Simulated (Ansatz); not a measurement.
Is this TmB3Au structure a true minimum?

The structure comes from a generated guess, relaxed at this level; another structure or a mixture of phases may lie lower.

These are results of DFT PBE, scalar-relativistic, plane waves, PAW, and for the lanthanide a 4f-in-core norm-conserving potential, in Ansatz, not measurements. Cutoff 690 eV; k points 10×8×8 on the computed 5-atom cell (Γ-centred); Gaussian smearing, width 0.10 eV; no spin polarisation.

The cell below (5 atoms, space group Amm2 (No. 38)) is relaxed within its symmetry.

```yaml
crystal:
  lattice:
    - [3.08382, 0.00000, 0.00000]
    - [0.00000, 2.65643, 3.61345]
    - [0.00000, -2.65643, 3.61345]
  atoms:
    - { symbol: Tm, position: [0.00000, 0.53278, 0.53278] }
    - { symbol: B, position: [0.50000, 0.37448, 0.05348] }
    - { symbol: B, position: [0.50000, 0.05348, 0.37448] }
    - { symbol: B, position: [0.00000, 0.16163, 0.16163] }
    - { symbol: Au, position: [0.50000, 0.89645, 0.89645] }
```

For the test a repeat of it with 10 atoms (edges 4.48, 4.48, 6.17 Å) was strained at random (σ = 1.5 % a component), the atoms were moved at random (σ = 0.10 Å), and all was relaxed again on a coarse 6×6×4 mesh (in the run’s order of axes) with 0.20 eV smearing, with no symmetry imposed.

Spin–orbit coupling, which can matter for Au, is left out.

Task: Is the structure stable against such a distortion?

Result: It returns, within 1 meV/atom of the unmoved cell on that mesh and with the same symmetry when read at 0.1 Å. No instability shows in this cell; modes of other wave vectors, which need another repeat, aren't tested.

The lanthanide is trivalent by construction, without f bands, f moments or other valences.
